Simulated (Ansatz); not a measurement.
Relaxation of a relaxed TiC cell displaced along its unstable phonon at q = (0, 0, ½) of its primitive reciprocal cell (251i cm⁻¹), largest move 0.15 Å; 12 atoms in the cell, which starts as P6/mmm (No. 191), hP12; a = b = 5.2719 Å, c = 5.8930 Å, α = β = 90.00°, γ = 120.00°. Method: PBEsol (plane waves to 420 eV, PAW, scalar-relativistic; Ansatz, an electronic-structure program). Γ-centred k-mesh 7×7×6 on the run's cell (coarser than for final values), Fermi–Dirac smearing 0.05 eV. This is the first round of the run. 

The optimiser's lines from the output (shortened; P is positive under compression):

```
relax step   1: F+E_penalty+E_count = -16321.12940753 eV  Δ(F+E_penalty+E_count) = +0.000e0 eV  max|allowed force component| = 5.057e-1 eV/Å  Δτ_max = 0.0000 Å  P = -0.226 GPa  Ω = 141.843 Å³  (11 SCF iters, dr2 threshold 1.00e-7 eV, accepted)
relax step   2: F+E_penalty+E_count = -16321.56823594 eV  Δ(F+E_penalty+E_count) = -4.388e-1 eV  max|allowed force component| = 1.684e0 eV/Å  Δτ_max = 0.1950 Å  P = -0.664 GPa  Ω = 141.767 Å³  (6 SCF iters, dr2 threshold 1.20e-6 eV, accepted)
relax step   3: F+E_penalty+E_count = -16322.47897070 eV  Δ(F+E_penalty+E_count) = -9.107e-1 eV  max|allowed force component| = 2.806e0 eV/Å  Δτ_max = 0.1950 Å  P = -0.216 GPa  Ω = 141.643 Å³  (6 SCF iters, dr2 threshold 1.20e-6 eV, accepted)
relax step   4: F+E_penalty+E_count = -16323.52910964 eV  Δ(F+E_penalty+E_count) = -1.050e0 eV  max|allowed force component| = 1.364e0 eV/Å  Δτ_max = 0.1950 Å  P = +3.359 GPa  Ω = 141.383 Å³  (7 SCF iters, dr2 threshold 1.20e-6 eV, accepted)
relax step   5: F+E_penalty+E_count = -16320.63227455 eV  Δ(F+E_penalty+E_count) = +2.897e0 eV  max|allowed force component| = 2.817e1 eV/Å  Δτ_max = 0.1950 Å  P = +11.658 GPa  Ω = 146.799 Å³  (8 SCF iters, dr2 threshold 1.20e-6 eV, rejected (line search))
relax step   6: F+E_penalty+E_count = -16323.57041935 eV  Δ(F+E_penalty+E_count) = -4.131e-2 eV  max|allowed force component| = 1.372e0 eV/Å  Δτ_max = 0.0131 Å  P = -2.524 GPa  Ω = 146.279 Å³  (12 SCF iters, accepted)
relax step   7: F+E_penalty+E_count = -16323.59902485 eV  Δ(F+E_penalty+E_count) = -2.861e-2 eV  max|allowed force component| = 9.376e-1 eV/Å  Δτ_max = 0.0106 Å  P = -1.315 GPa  Ω = 145.226 Å³  (6 SCF iters, dr2 threshold 1.20e-6 eV, accepted)
relax step   8: F+E_penalty+E_count = -16323.62193426 eV  Δ(F+E_penalty+E_count) = -2.291e-2 eV  max|allowed force component| = 3.183e-3 eV/Å  Δτ_max = 0.0167 Å  P = +0.032 GPa  Ω = 144.965 Å³  (6 SCF iters, dr2 threshold 1.20e-6 eV, accepted)
relax step   9: F+E_penalty+E_count = -16323.62191123 eV  Δ(F+E_penalty+E_count) = +2.303e-5 eV  max|allowed force component| = 2.268e-3 eV/Å  Δτ_max = 0.0002 Å  P = +0.002 GPa  Ω = 144.990 Å³  (5 SCF iters, dr2 threshold 5.18e-9 eV, accepted)
relax step  10: F+E_penalty+E_count = -16323.62606358 eV  Δ(F+E_penalty+E_count) = -4.152e-3 eV  max|allowed force component| = 2.278e-3 eV/Å  Δτ_max = 0.0000 Å  P = +0.039 GPa  Ω = 144.990 Å³  stress off target by 5.89e-2 GPa  SCF on the basis re-selected at this cell (its energy is not comparable with the rows above)  (7 SCF iters)
relax step  11: F+E_penalty+E_count = -16323.62603159 eV  Δ(F+E_penalty+E_count) = +3.200e-5 eV  max|allowed force component| = 3.058e-4 eV/Å  Δτ_max = 0.0001 Å  P = +0.002 GPa  Ω = 145.027 Å³  (5 SCF iters, dr2 threshold 8.68e-9 eV, accepted)
relax step  12: F+E_penalty+E_count = -16323.62607888 eV  Δ(F+E_penalty+E_count) = -4.729e-5 eV  max|allowed force component| = 3.493e-4 eV/Å  Δτ_max = 0.0000 Å  P = +0.002 GPa  Ω = 145.027 Å³  stress off target by 2.37e-3 GPa  SCF on the basis re-selected at this cell (its energy is not comparable with the rows above)  (5 SCF iters)
```

From the first to the last row the energy changes by -0.21 eV/atom and the volume by +2.2 %. The last row is marked as not comparable with the walk above it, whose basis was carried along; it does compare with step 1, since both stand on a basis selected at the nominal cutoff for their own cell.

Step 5 was rejected by the optimiser.

Later rounds, restarted from the end of this one on a renewed k-mesh, logged 4 more steps and released under 0.01 eV/atom more. The final structure after all rounds: P6/mmm (No. 191), hP12; a = b = 5.359 Å, c = 5.830 Å, α = β = 90.00°, γ = 120.00°. Between re-selections the logged energies stand on a plane-wave basis carried along with the cell. No spin polarisation in the result.

The run could not lose the symmetry of its start, so the end can be a saddle point.

The relaxed structure here is a generated cell of TiC: the first start was made by placing the elements on the sites of a structure type, and the end was not matched to a known phase here, so it may be hypothetical. Known forms of TiC include space group No. 225.
